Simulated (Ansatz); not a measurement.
Clean, relaxed (001) surface of Co, space group P6_3/mmc (No. 194) (top face towards +c; atoms held fixed, by place in the list: 1, 2):

```
Co
1.0
     2.45642    0.00000    0.00000
    -1.22821    2.12732    0.00000
     0.00000    0.00000   24.93883
Co
5
Direct
  0.66667 0.33333 0.34083
  0.33333 0.66667 0.42042
  0.66667 0.33333 0.50024
  0.33333 0.66667 0.58051
  0.66667 0.33333 0.65778
```

These are results of DFT PBEsol, scalar-relativistic, plane waves, PAW (Ansatz 0.2.0), not measurements. Plane waves to 420 eV, a k mesh through Γ of 12×12×1 on the computed 5-atom cell and Gaussian smearing (0.10 eV); collinear spin from starting moments 1.8 1.8 1.8 1.8 1.8 μB. The cell repeats along c with a dipole correction in the vacuum.

N (atom) is adsorbed on the top face, one adsorbate per 5.2 Å², and relaxed from 3 starting sites (fractions of a and b). E_ads counts from the clean slab and the free adsorbate (spin-polarised where it has unpaired electrons); negative means bound. Heights count from the highest slab atom after relaxation. Δφ is the top face's. Δp counts per cell along +c. Bonded neighbours lie within 1.25 times the sum of covalent radii (1.35 for H) and, on that scale, within 12 % of the closest. With the adsorbate the cell is lengthened along c to keep the vacuum.

```
                            start ends at E_ads (eV) height (Å) shortest contact  Δφ (eV)  Δp (e·Å)
         top (Co) at (0.67, 0.33) (0.67, 0.33), 1 bonded neighbour (Co)       -3.45        1.57       N–Co 1.57 Å    +1.94    -0.055
hollow (Co-Co-Co) at (0.00, 0.00) (0.00, 0.00), 3 bonded neighbours (Co)       -4.79        1.07       N–Co 1.77 Å    +2.11    -0.059
   bridge (Co-Co) at (0.17, 0.83) (0.33, 0.67), 3 bonded neighbours (Co)       -4.84        1.07       N–Co 1.78 Å    +2.13    -0.060
```

Among the sites tried, the lowest end comes from the bridge (Co-Co) at (0.17, 0.83) start; other sites may lie lower.

Each end is the local minimum or symmetric point that its start leads to. The slab is only 7.9 Å thick, so the energies aren't converged with thickness.

The ends differ in their magnetic moment (6.7, 7.2, 7.1 μB a cell), so part of the order can come from the spin state that each run reached.

Semilocal functionals without U can misjudge the magnetic state of such a slab.

Cost: 4 runs of about 41 core-minutes in all, on Intel Xeon Processor @ 2.70GHz (shared hosts).